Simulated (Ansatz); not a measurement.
A geometry of N2 away from equilibrium: the start of the relaxation of a generated cell, N2 placed in the AFLOW prototype A_cP8_205_c. Method: PBE (plane waves to 420 eV, PAW, scalar-relativistic; Ansatz, a quantum-chemistry and plane-wave program). Γ-centred k-mesh 4×4×4 on the run's cell (coarser than for final values), Fermi–Dirac smearing 0.05 eV.

```xyz
8
Lattice="5.6500 0.0000 0.0000 0.0000 5.6500 0.0000 0.0000 0.0000 5.6500" Properties=species:S:1:pos:R:3:forces:R:3 pbc="T T T" free_energy=-3072.131 pressure_GPa=2.7
N      0.3146     0.3146     0.3146    0.9804    0.9804    0.9804
N      3.1396     2.5104     5.3354    0.9804   -0.9804   -0.9804
N      5.3354     3.1396     2.5104   -0.9804    0.9804   -0.9804
N      2.5104     5.3354     3.1396   -0.9804   -0.9804    0.9804
N      5.3354     5.3354     5.3354   -0.9804   -0.9804   -0.9804
N      2.5104     3.1396     0.3146   -0.9804    0.9804    0.9804
N      0.3146     2.5104     3.1396    0.9804   -0.9804    0.9804
N      3.1396     0.3146     2.5104    0.9804    0.9804   -0.9804
```

Positions in Å, forces in eV/Å, free energy of the cell in eV (comparable only within this code, potentials and settings). Largest force: 1.70 eV/Å, on N1, N2, N3, N4, N5, N6, N7, N8 (atoms numbered as listed); the geometry lies 0.01 eV/atom above the end of its relaxation.

No spin polarisation in the result. Without a van der Waals term the distances between weakly bound units are poorly fixed.

The run could not lose the symmetry of its start.
